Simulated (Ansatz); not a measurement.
An Ansatz input:

```yaml
crystal:
  lattice:
    - [-1.8471104345, 1.8471104345, 1.0085222972]
    - [1.8471104345, -1.8471104345, 1.0085222972]
    - [1.8471104345, 1.8471104345, -1.0085222972]
  atoms:
    - { symbol: B, position: [0.0, 0.0, 0.0] }
    - { symbol: B, position: [0.75, 0.25, 0.5] }
hamiltonian:
  xc: blyp
  pseudopotentials:
    kind: paw
    azcp:
      B: "pseudopotentials/B.paw.azcp"
basis:
  ecutwfc: 420
  fft_grid_basis: typed
kpoints:
  mp_grid: { grid: [17, 17, 12], shift: [0, 0, 0] }
magnetization:
  spin_polarized: false
scf:
  occupations: { method: fermi_dirac, width: 0.1 }
relax:
  max_steps: 60
  f_tol: 0.01
  cell: {}
```

and its output:

```
Warning: crystal.symmetry: narrowed to the stabiliser of the k-point mesh — unitary ops 16 → 4; excluded 12 operations that carry a point of the 17×17×12 mesh (shift [0, 0, 0]) off the mesh (the run samples exactly the mesh kpoints.mp_grid names, as under crystal.symmetry.detect: false, and its converged state has the mesh's symmetry, not the crystal's; ε∞, the Born charges and the force constants of a linear response (`dielectric:` by the response, `phonons.method: dfpt`) are averaged over those of the crystal's operations that the state keeps within a tolerance, where `mesh_tensors`, `unaveraged_element` or `gamma_mean_max_change_ev_ang2` stands beside them; a row that `dielectric.field_direction` solves alone is averaged likewise, with nothing beside; a Γ-centred mesh of equal divisions is mapped onto itself by every operation and keeps the whole group, as does a half-shifted one under kpoints.further_shifts: images)
Engine: ansatz 0.2.0, aarch64-unknown-linux-gnu
Pseudopotentials: kind: paw
Pseudopotential: B, paw, valence charge 3, recommended cutoff 420 eV (normal) 
Functional definition: BLYP
  parameter beta = 0.0042
  parameter a = 0.04918
  parameter b = 0.132
  parameter c = 0.2533
  parameter d = 0.349
  exchange = b88_x(beta = beta)
  correlation = lyp_c(a = a, b = b, c = c, d = d)
Crystal: 2 atoms, lattice volume = 13.764 Å³
Basis set: ecut = 420 eV, 263 PW (Γ), exchange–correlation on 40×40×40 points (8 copies of the dense FFT grid, shifted against one another)
Bands: 7, of which v1, the nominal top of the filled ones, is band 3 counted from 1 (2 counted from 0)
Symmetry: 4 space group operations
k-points: 927 of 3468
Non-local potential: B, projectors of the file, l = 0: 2, l = 1: 2, l = 2: 1
PAW form: soft (Blöchl's): semilocal exchange-correlation on the pseudo side does not see the compensation charge
PAW frozen core: B, regenerated for the run's functional, and the local potential with it (the file was generated under x = pbe(κ = 0.804, μ = 0.2195149727645171), c = pbe(β = 0.06672455060314922))
PAW one-centre angular grid: B, 110 points (default); XC on 64 Gauss nodes
Initial density: superposition of atomic densities (neutral atoms: chi_scale 0, normalization atom), corrected by the library's trained network
Initial wavefunctions: pseudopotential atomic-orbital guess
Functional: x = b88, c = lyp
SCF iter   1: F=—  HF=-309.498278 eV  |F-HF|=—  |Δ(HF+E_count)|=         —  Δρ=1.38e-2  dr2=1.95e-2  ethr=1.77e-3  ⟨swp⟩=4.6  Hψ=44573  notcnv=0
SCF iter   2: F=—  HF=-309.494460 eV  |F-HF|=—  |Δ(HF+E_count)|=   3.82e-3  Δρ=6.32e-3  dr2=4.11e-3  ethr=3.26e-4  ⟨swp⟩=1.0  Hψ=13912  notcnv=0
SCF iter   3: F=—  HF=-309.493799 eV  |F-HF|=—  |Δ(HF+E_count)|=   6.60e-4  Δρ=2.51e-4  dr2=3.15e-6  ethr=6.85e-5  ⟨swp⟩=2.0  Hψ=9002  notcnv=0
SCF iter   4: F=—  HF=-309.493805 eV  |F-HF|=—  |Δ(HF+E_count)|=   5.43e-6  Δρ=3.19e-5  dr2=7.82e-8  ethr=5.25e-8  ⟨swp⟩=2.2  Hψ=9240  notcnv=0
iter 5 did not close the SCF: its close was put off for the readings that it lacked (scf_convergence_deferred on its scf_iter line)
...
SCF iter   4: F=—  HF=-311.817633 eV  |F-HF|=—  |Δ(HF+E_count)|=   1.37e-6  Δρ=1.48e-5  dr2=6.08e-8  ethr=8.05e-8  ⟨swp⟩=2.3  Hψ=8789  notcnv=0
SCF iter   5: F=—  HF=-311.817633 eV  |F-HF|=—  |Δ(HF+E_count)|=   3.27e-8  Δρ=2.47e-6  dr2=1.14e-9  ethr=1.01e-9  ⟨swp⟩=2.4  Hψ=9271  notcnv=0
SCF iter   6: F=-311.817633 eV  HF=-311.817633 eV  |F-HF|=3.90e-11  |Δ(HF+E_count)|=   2.72e-9  Δρ=1.73e-7  dr2=7.26e-12  ethr=1.00e-12  ⟨swp⟩=5.7  Hψ=31288  notcnv=0
SCF 60 converged in 6 iterations: F = -311.817633 eV  dr2 = 7.26e-12
relax step  60: F+E_penalty+E_count = -311.81763279 eV  Δ(F+E_penalty+E_count) = +2.740e-4 eV  max|allowed force component| = 1.728e-3 eV/Å  Δτ_max = 0.0037 Å  P = +0.044 GPa  Ω = 31.147 Å³  energy of the carried Pulay correction = -6.631e-4 eV  (6 SCF iters, accepted)
Step failed. What follows is not a result of the run: it is the report of the last solve that finished, which converged after 6 SCF iterations.
Free energy (F): -311.817633 eV
Harris-Foulkes:  -311.817633 eV  (|F-HF|=3.90e-11)
Internal energy: -311.809572 eV  (E = F + TS)
E sigma→0 (E₀):  -311.813602 eV
Entropy (-TS):   -0.008061 eV (-4.030 meV/atom)
Fermi energy:    2.053952 eV
--- Per-component energies (eV) ---
  E_band       = -28.045138
  E_kinetic    = 96.943201
  E_local      = -359.055526  (includes V_loc(G=0)·N_el)
  E_nonlocal   = 24.829160
  E_hartree    = 143.917332
  E_xc         = -61.583470
  E_vxc        = -72.536124  (∫ρ·V_xc dr)
  E_paw        = -160.228221  (= ΣΔE_a)
  E_vpaw       = -6.060486  (= ΣTr[D̂ρ^β])
  E_aug_tail   = -0.000009  (compensation charges beyond the density's cutoff)
  E_ewald      = 3.366433
  E_core_change = 0.001528  (= ΣΔE_core)
  E_smearing   = -0.008061  (= −TS)
  E_closure    = 0.000000  (closes the sum)
  Σ components = -311.817633   (vs F -311.817633, Δ=0.00e0)
--- Forces (eV/Å), atoms counted from 1 ---
  atom   1  B      0.00172833    -0.00172833     0.00000000
  atom   2  B     -0.00172833     0.00172833    -0.00000000
  max |Σ_I F_I| component: 2.17e-19 eV/Å
--- Stress (GPa, compression-positive) ---
       -0.124408      -0.021982      -0.004697
       -0.021982      -0.124408      -0.004697
       -0.004699      -0.004699      -0.189283
  P = ⅓ Tr σ = -0.1460 GPa (-1.460 kbar)
--- Band table (eV; the first three rows and the last of 927) ---
  k-point 0: bands = ["-13.1631", "-4.6151", "-2.6425", "0.7592", "4.8640", "7.7619", "8.8286"]
  k-point 1: bands = ["-13.0713", "-4.5377", "-3.1888", "0.7651", "5.5785", "7.3547", "9.0695"]
  k-point 2: bands = ["-12.7960", "-4.6293", "-4.0925", "0.7359", "6.6209", "7.2791", "9.5392"]
  k-point 926: bands = ["-9.8792", "-9.8792", "-1.6045", "-1.6045", "8.0656", "8.0656", "10.9551"]
End of that report.
Error: variable-cell relaxation did not converge after 60 `relax_step` rows, as none of its last 7 fresh-basis SCF(s) at a relaxed cell met both thresholds with a finite energy. The last misses `relax.cell.stress_tol`: largest allowed force component 7.83e-4 eV/Å (`relax.f_tol` 1.00e-2 eV/Å), stress off the target on the free part of the cell 1.33e-1 GPa (`relax.cell.stress_tol` 5.00e-2 GPa), F+E_penalty+E_count -311.81790683 eV. The closest is row 59, whose structure comes with this error. Larger ratio of force or stress to its threshold at each such SCF whose figures are numbers: 196.868, 33.837, 13.784, 9.226, 5.809, 3.350, 2.670. The dense FFT grid had 20×20×20 points at the cell where the steps before the first such SCF started and, at each such SCF in turn, 25×25×20, 30×30×20, 36×36×20, 36×36×20, 40×40×20, 45×45×20, 45×45×20, so 5 of them had another grid than the one listed just before. After the last such SCF `relax.max_steps` ran out. If the threshold ratios fall while the rows' cell is stable, continue in a new run from this error's structure with a larger `relax.max_steps`. Ratios that fall only as the cell collapses won't converge, and for ratios that don't fall see `relax.cell`. Where this run's directory can be resumed (`checkpoint.write`), a resume goes on for up to `relax.max_steps` more
  cell:  # Å, volume = 30.5643 Å³
    - [-4.511687225487301, 4.690422261898106, 0.7906318398293386]
    - [4.690422261898106, -4.511687225487301, 0.7906318398293386]
    - [2.0481328918015476, 2.0481328918015476, -0.46327829327739267]
  atoms:
    - { symbol: B, position: [0.08829113845922401, -0.08829113845922401, -1.8669953804463871e-19] }
    - { symbol: B, position: [0.661708861540776, 0.33829113845922415, 0.5000000000000001] }
```

No converged result was reached.
